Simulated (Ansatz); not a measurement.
TlSrF3 (cubic perovskite), relaxed with r2SCAN in Ansatz: the symmetry is Pm-3m (No. 221, cubic); a = 4.709 Å in the conventional setting, 20.88 Å³ an atom. Tl is surrounded by 12 F at 3.33 Å; Sr is surrounded by 6 F at 2.35 Å; F is surrounded by 2 Sr at 2.35 Å and 4 Tl at 3.33 Å. The cell was then strained (x, y and z are the cube axes), with the atoms relaxed again; stress is positive in compression. All values are calculated for a non-magnetic cell, which may be hypothetical.

- Uniaxial -2.0 % along x, other directions held: r2SCAN's stress changes by +2.39 GPa along the strain and +0.36 GPa across it.
- Epitaxial strain of -0.5 % in the (001) plane: the free normal strain is +0.17 % and the in-plane stress changes by +0.61 GPa.

(1) Estimate C₁₁, C₁₂ and the bulk modulus from the uniaxial step.

(2) What do the film's normal strain and stress say about the elastic constants?

(3) How much elastic energy does the film store, with 20.88 Å³ an atom?

Answers

(1) With compression positive, C₁₁ ≈ −Δσ∥/ε = (-2.39)/(-0.0200) = 120 GPa and C₁₂ ≈ (-0.36)/(-0.0200) = 18 GPa; B = (C₁₁ + 2C₁₂)/3 = 52 GPa. A one-sided step carries third-order terms: it reads high by some per cent.

(2) ε⊥/ε∥ = (+0.0017)/(-0.0050) = -0.34, which linear elasticity sets to −2C₁₂/C₁₁ = -0.30 from the uniaxial step. The biaxial modulus is M = −Δσ/ε∥ = 122 GPa (C₁₁ + C₁₂ − 2C₁₂²/C₁₁ = 132 GPa).

(3) u = M ε∥² = −Δσ ε∥ = -0.61 × (-0.0050) = 0.0031 GPa, and 1 GPa Å³ is 6.2415 meV: 0.40 meV an atom. The total energies of the two runs differ by 0.40 meV an atom.
